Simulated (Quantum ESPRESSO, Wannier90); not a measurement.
Wannierisation of NaH (rock salt)

```
begin unit_cell_cart
ang
    0.0000000000    2.3864200000    2.3864200000
    2.3864200000    0.0000000000    2.3864200000
    2.3864200000    2.3864200000    0.0000000000
end unit_cell_cart
begin atoms_frac
Na   0.0000000000  0.0000000000  0.0000000000
H    0.5000000000  0.5000000000  0.5000000000
end atoms_frac
```

Structure: Materials Project mp-23870, symmetrised, not relaxed again. COD (Crystallography Open Database) has an entry of this formula and space group (matched by these alone). Level: PBEsol, no spin polarisation, no spin-orbit coupling; pw.x of Quantum ESPRESSO at 71 Ry with PseudoDojo potentials, 12×12×12 k-points, Wannier90. Density: 12×12×12 mesh, cold smearing 0.01 Ry.

A tight-binding model is made by disentanglement and projection with no localisation steps (num_iter = 0), so the 5 orbitals stay atom-like: hydrogen-like Na: s;p; H: s, axes along x, y, z; frozen window up to 5.12 eV relative to the valence-band maximum. It follows pw.x to 3.3 meV rms for states up to 4.6 eV relative to the valence-band maximum. Matrix elements depend on this choice of orbitals and windows.

The 20 largest hoppings ⟨m,0|H|n,R⟩ between different sites (one of each Hermitian pair; signs follow the real orbitals' lobes; the list may end inside a set of equal values):

```tsv
m	n	R	distance of the centres (Å)	t (eV)
H2 s	Na1 py	1 0 1	2.39	1.599
H2 s	Na1 py	0 1 0	2.39	-1.599
H2 s	Na1 px	0 1 1	2.39	1.599
H2 s	Na1 px	1 0 0	2.39	-1.599
H2 s	Na1 pz	0 0 1	2.39	-1.599
H2 s	Na1 pz	1 1 0	2.39	1.599
Na1 py	Na1 py	1 -1 1	4.77	-1.235
Na1 px	Na1 px	1 -1 -1	4.77	-1.235
Na1 pz	Na1 pz	1 1 -1	4.77	-1.235
H2 s	Na1 s	0 0 1	2.39	-1.031
H2 s	Na1 s	0 1 0	2.39	-1.031
H2 s	Na1 s	0 1 1	2.39	-1.031
H2 s	Na1 s	1 0 0	2.39	-1.031
H2 s	Na1 s	1 0 1	2.39	-1.031
H2 s	Na1 s	1 1 0	2.39	-1.031
Na1 pz	Na1 pz	0 1 0	3.37	0.857
Na1 px	Na1 px	0 0 1	3.37	0.857
Na1 px	Na1 px	1 -1 0	3.37	0.857
Na1 pz	Na1 pz	1 0 -1	3.37	0.857
Na1 py	Na1 py	0 1 -1	3.37	0.857
```
